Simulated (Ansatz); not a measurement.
Sc (hcp, Mg type)

```xyz
2
Lattice="3.2772 0.0000 0.0000 -1.6386 2.8381 0.0000 0.0000 0.0000 5.0855" Properties=species:S:1:pos:R:3 pbc="T T T"
Sc     0.0000     1.8921     3.8141
Sc     1.6386     0.9460     1.2714
```

In this cell atom 1 (Sc, nearest neighbour Sc at 3.169 Å; its periodic images, 3.3 Å or more away, move with it) is moved by s along Cartesian [111], unit vector (0.577, 0.577, 0.577); all other atoms and the cell stay fixed.

Level of theory: PBEsol (plane waves to 420 eV, PAW, scalar-relativistic; Ansatz, a first-principles code). k mesh 13×13×8 (Γ-centred), Fermi-Dirac smearing 0.05 eV. E stands for the smeared free energy. Compression counts positive. With partly filled bands, energies and forces of such displacements shift with the k mesh and the smearing. Sc is run without spin polarisation. Sc was relaxed with its symmetry unable to fall. The PAW data are Ansatz's earlier set. ΔE is measured from the undisplaced structure.

```csv
s (Å),ΔE (meV/cell),P (GPa)
-0.320,132,0.6
-0.256,84,0.4
-0.192,?,0.2
-0.128,?,0.1
-0.064,5,0.0
0.000,0,0.0
0.064,5,0.0
0.128,?,0.1
0.192,?,0.2
0.256,?,0.4
0.320,127,0.6
```

Fill in the missing entries.


- -0.192, ΔE (meV/cell): 47
- -0.128, ΔE (meV/cell): 21
- 0.128, ΔE (meV/cell): 20
- 0.192, ΔE (meV/cell): 46
- 0.256, ΔE (meV/cell): 82

(For displaced atoms, the force is minus the slope of the energy, and its curvature is a force constant, which sets phonon frequencies.)
